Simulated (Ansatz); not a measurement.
**InSb3 (Pm-3m) under several functionals**

Plane-wave DFT in Ansatz with scalar-relativistic PAW potentials. The same structure was relaxed (cell and atoms, symmetry kept) in separate runs at each level. Whether it is the stable form of this composition wasn't checked. No spin polarisation.

```tsv
level	cutoff (eV)	k mesh	V (Å³/atom)	a (Å)
PBE+D3(BJ)	420	10×10×10	26.512	4.733
r2SCAN	500	10×10×10	27.485	4.791
PBE	420	10×10×10	27.888	4.814
```

Question: Where does PBEsol (420 eV, k mesh 10×10×10) fall?

Answer: V (Å³/atom) 26.426, a (Å) 4.728. Its volume is the smallest of the set. The usual order of volumes, PBEsol < PBE, holds here (26.426, 27.888 Å³/atom). As a rule PBEsol, built on the gradient expansion of slowly varying densities, lies between LDA and PBE; PBE's stronger gradient term for exchange weakens bonds. Adding D3 to PBE changes the volume by -4.9 %; the term is attractive, so it pulls cells in. In metals the pairwise form ignores screening by the conduction electrons, so it can pull in too far. r2SCAN lies 1.4 % under PBE in volume.